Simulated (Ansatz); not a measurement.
The elements of this relaxed trial crystal are hidden behind letters.

```
lattice vectors (Å)
   3.7621    0.0000    0.0000
   0.0000   11.3959    0.0000
   0.0000    0.0000    5.3780
fractional positions
X 0.0000 0.3487 0.9951
X 0.5000 0.1771 0.5029
X 0.0000 0.0000 0.0059
X 0.5000 0.8229 0.5029
X 0.0000 0.6513 0.9951
Z 0.5000 0.5000 0.4830
Q 0.5000 0.3567 0.2658
Q 0.0000 0.1725 0.7647
Q 0.5000 0.0000 0.2656
Q 0.0000 0.8275 0.7647
Q 0.5000 0.6433 0.2658
Q 0.0000 0.5000 0.6886
```

All numbers below come from DFT PBE, scalar-relativistic, plane waves, PAW (Ansatz). Plane waves to 420 eV, an 8×4×6 mesh through Γ for the 12-atom cell and 0.02 eV Gaussian smearing; no spin polarisation.

```
Space group                               : Pmm2 (No. 25)
Conventional cell                         : a = 3.762 Å, b = 11.396 Å, c = 5.378 Å
Volume per atom                           : 19.21 Å³
Density                                   : 2.39 g/cm³
Formation energy                          : −0.493 eV/atom
Gap on the 8×4×6 mesh of the 12-atom cell : 1.13 eV
```

Energies are uncorrected and count from the elements' standard states at the same level.

Task: X is a p-block element of period 3, Z is a p-block element of period 2 and Q is a p-block element of period 3. Which elements are they?

Result: X = Al, Z = B, Q = P, so the formula is Al5BP6. Density times volume gives a mean mass of 2.39 × 19.21/1.6605 = 27.6 u per atom, and this set has 27.6 u. Al on a site of symmetry m has 4 P at 2.36–2.39 Å; B has 2 P at 2.01 Å and 2 P at 2.18 Å; around P on a site of symmetry m lie 1 B at 2.01 Å and 3 Al at 2.38–2.41 Å; 5 more sites not described. Other sets within the hints have nearly the same mass, so mass alone doesn't settle it; this one was computed.

Kohn–Sham gaps at this level usually fall short of measured ones. A structure relaxed within its symmetry needn't be a true minimum. Another cell of Al5BP6 relaxed alike, in P31m, lies 22 meV/atom lower, so this cell isn't the stable form at this level.
